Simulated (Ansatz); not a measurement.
Q: Ru (hcp (Mg type), P6_3/mmc) is relaxed with plane-wave PAW PBEsol (Ansatz code). What lattice parameters of the conventional cell result?

A: a = 2.690 Å, c = 4.251 Å.

Symmetry was held in the PBEsol relaxation. No spin polarisation was allowed. Axis ratios of metals converge slowly with the k-mesh, so a and c are less sure than the volume.

Potentials: the earlier of the program's two PAW sets. The files were generated under PBE; for other functionals the program regenerates the frozen cores, and for LDA and PBEsol the local potential too.
